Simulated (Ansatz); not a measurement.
Calculation for CdAu: DFT, PBEsol, norm-conserving pseudopotentials, Ansatz's default files, scalar-relativistic (Ansatz 0.2.0). This run: the undistorted cell.

The cell is entry 1510074 of the Crystallography Open Database, unrelaxed.

Command: `ansatz run input.yaml --threads 1 --pin off --max-ram 2048MiB --backend cpu --events-out ev --progress --plain --runs-dir out` It took 11 s on 1 thread of Arm Neoverse V2 (shared host), peak memory 0.4 GiB.

```yaml
crystal:
  lattice:
    - [3.32, 0.0, 0.0]
    - [0.0, 3.32, 0.0]
    - [0.0, 0.0, 3.32]
  atoms:
    - { symbol: Cd, position: [0.5, 0.5, 0.5] }
    - { symbol: Au, position: [0.0, 0.0, 0.0] }
kpoints:
  mp_grid: { grid: [9, 9, 9] }
scf:
  occupations: { method: fermi_dirac, width: 0.05 }
hamiltonian:
  xc: pbesol
  pseudopotentials: { kind: nc }
output:
  forces: true
  stress: true
  eigenvalues: true
  populations: true
```

Output:

```
Engine: ansatz 0.2.0
Pseudopotentials: kind: nc
Pseudopotential: Cd, nc, valence charge 20, recommended cutoff 1387.780699 eV (normal), Cd.nc.azcp (PseudoDojo's, or run here from an input of PseudoDojo's: the run reads no file of this project's for it)
Pseudopotential: Au, nc, valence charge 19, recommended cutoff 1034.032677 eV (normal), Au.nc.azcp (PseudoDojo's, or run here from an input of PseudoDojo's: the run reads no file of this project's for it)
Functional definition: PBEsol
  exchange = pbesol_x
  correlation = pbesol_c
Crystal: 2 atoms, lattice volume = 36.594 Å³
Basis set: ecut = 1387.780699 eV, 4337 PW (Γ), exchange–correlation on 90×90×90 points (8 copies of the dense FFT grid, shifted against one another)
Bands: 24, of which v1, the nominal top of the filled ones, is band 20 counted from 1 (19 counted from 0)
Symmetry: 48 space group operations
Space group: Pm-3m (ITA 221), of the structure as read, at distance tolerance 3.3e-5 Å
k-points: 35 of 729
Non-local potential: Cd, projectors of the file, l = 0: 2, l = 1: 2, l = 2: 2
Non-local potential: Au, projectors of the file, l = 0: 2, l = 1: 2, l = 2: 2, l = 3: 1
Initial density: superposition of atomic densities (chi_scale 0.1, normalization cell, long waves kept (reshape's long-wave potential 0.00 eV rms))
Initial wavefunctions: pseudopotential atomic-orbital guess
Functional: x = pbesol(κ = 0.804, μ = 0.12345679012345678), c = pbesol(β = 0.046)
SCF iter   1: F=—  HF=-8783.495592 eV  |F-HF|=—  |Δ(HF+E_count)|=         —  Δρ=1.79e-1  dr2=1.61e1  ethr=3.10e-3  ⟨swp⟩=8.2  Hψ=4606  notcnv=0
preconditioner: auto → Resta (q_TF=auto, 2.757 Å⁻¹)  ε∞=6.1  [insulator: Δε(μ)=0.143 eV  Ē_g=13.073 eV  σ=0.050 eV  W_gap=0.51  n_scr=18 (ndim 8)  ℏωp=29.4 eV  f_vac=0.000  D(μ)=1.17/eV (n_scr^D=6)  ε∞_Penn≈6.1]
SCF iter   2: F=—  HF=-8779.641120 eV  |F-HF|=—  |Δ(HF+E_count)|=    3.85e0  Δρ=2.69e-2  dr2=2.37e-1  ethr=3.10e-3  ⟨swp⟩=5.1  Hψ=2481  notcnv=0  defer=7
SCF iter   3: F=—  HF=-8779.574940 eV  |F-HF|=—  |Δ(HF+E_count)|=   6.62e-2  Δρ=1.45e-2  dr2=5.01e-2  ethr=6.09e-4  ⟨swp⟩=2.9  Hψ=1292  notcnv=0  defer=12
SCF iter   4: F=—  HF=-8779.555512 eV  |F-HF|=—  |Δ(HF+E_count)|=   1.94e-2  Δρ=1.77e-3  dr2=3.00e-4  ethr=1.29e-4  ⟨swp⟩=4.0  Hψ=1822  notcnv=0  defer=12
SCF iter   5: F=—  HF=-8779.555556 eV  |F-HF|=—  |Δ(HF+E_count)|=   4.48e-5  Δρ=5.10e-4  dr2=4.56e-5  ethr=7.69e-7  ⟨swp⟩=2.9  Hψ=1728  notcnv=0  defer=12
SCF iter   6: F=—  HF=-8779.555413 eV  |F-HF|=—  |Δ(HF+E_count)|=   1.43e-4  Δρ=9.63e-5  dr2=2.40e-6  ethr=1.17e-7  ⟨swp⟩=2.3  Hψ=1288  notcnv=0  defer=12
SCF iter   7: F=-8779.555413 eV  HF=-8779.555413 eV  |F-HF|=4.45e-9  |Δ(HF+E_count)|=   4.62e-7  Δρ=1.79e-5  dr2=5.61e-8  ethr=2.56e-10  ⟨swp⟩=10.6  Hψ=6093  notcnv=0
SCF 1 converged in 7 iterations: F = -8779.555413 eV  dr2 = 5.61e-8
SCF converged after 7 iterations
Free energy (F): -8779.555413 eV
Harris-Foulkes:  -8779.555413 eV  (|F-HF|=4.45e-9)
Internal energy: -8779.550040 eV  (E = F + TS)
E sigma→0 (E₀):  -8779.552727 eV
Entropy (-TS):   -0.005373 eV (-2.686 meV/atom)
Fermi energy:    18.454598 eV
--- Per-component energies (eV) ---
  E_band       = -572.971531
  E_kinetic    = 2825.488252
  E_local      = -6380.997328  (includes V_loc(G=0)·N_el)
  E_nonlocal   = 175.677565
  E_hartree    = 1943.304501
  E_xc         = -1338.859414
  E_vxc        = -1079.755601  (∫ρ·V_xc dr)
  E_ewald      = -6004.163616
  E_smearing   = -0.005373  (= −TS)
  E_closure    = -0.000000  (closes the sum)
  Σ components = -8779.555413   (vs F -8779.555413, Δ=0.00e0)
--- Forces (eV/Å), atoms counted from 1 ---
  atom   1  Cd     0.00000000     0.00000000    -0.00000000
  atom   2  Au    -0.00000000     0.00000000     0.00000000
  max |Σ_I F_I| component: 7.89e-29 eV/Å
--- Stress (GPa, compression-positive) ---
       -0.001379      -0.000000       0.000000
        0.000000      -0.001379       0.000000
        0.000000       0.000000      -0.001379
  P = ⅓ Tr σ = -0.0014 GPa (-0.014 kbar)
--- Band table (eV; the first three rows and the last of 35) ---
  k-point 0: bands = ["-87.6593", "-84.3376", "-45.4178", "-45.4178", "-45.4178", "-38.9510", "-38.9510", "-38.9510", "8.6154", "8.9633", "8.9633", "9.7306", "9.7306", "9.7306", "13.4515", "13.4515", "14.7823", "14.7823", "14.7823", "23.1807", "23.1807", "23.1807", "26.6606", "30.3226"]
  k-point 1: bands = ["-87.6592", "-84.3375", "-45.4188", "-45.4177", "-45.4177", "-38.9534", "-38.9509", "-38.9509", "8.8134", "8.9957", "9.0388", "9.7170", "9.7170", "9.7483", "13.4138", "13.5056", "14.6440", "14.6440", "14.7550", "21.7342", "23.5787", "23.5787", "27.5180", "30.2344"]
  k-point 2: bands = ["-87.6591", "-84.3374", "-45.4212", "-45.4175", "-45.4175", "-38.9595", "-38.9506", "-38.9506", "9.0805", "9.1605", "9.4649", "9.6832", "9.6832", "9.7940", "13.3153", "13.6389", "14.3244", "14.3244", "14.6851", "19.4177", "24.6726", "24.6726", "28.0959", "29.9999"]
  k-point 34: bands = ["-87.6582", "-84.3366", "-45.4246", "-45.4246", "-45.4246", "-38.9677", "-38.9677", "-38.9676", "9.2073", "9.2523", "9.2523", "10.1369", "10.1369", "12.6148", "12.7254", "12.7254", "15.1403", "15.1403", "19.5458", "20.6309", "22.0366", "22.0366", "22.0849", "24.3364"]
--- Löwdin populations: 2 sites ---
  site symbol       q [e]
     0     Cd     19.1945
     1     Au     19.1847
  spilling = 0.015917 (of n_electrons = 39.000000)
```

populations.tsv:

```
# site	symbol	l	j	q
# orbitals = lowdin
# n_electrons = 39.000000
# spilling = 0.015917
0	Cd	0_4S	-	1.995313
0	Cd	0_5S	-	1.230031
0	Cd	1_4P	-	5.999547
0	Cd	2_4D	-	9.969602
1	Au	0_5S	-	1.995573
1	Au	0_6S	-	1.384562
1	Au	1_5P	-	5.998992
1	Au	2_5D	-	9.805621
```

Spin–orbit coupling is left out, which matters for the heavy atoms. The norm-conserving files are those that the library serves for this functional.
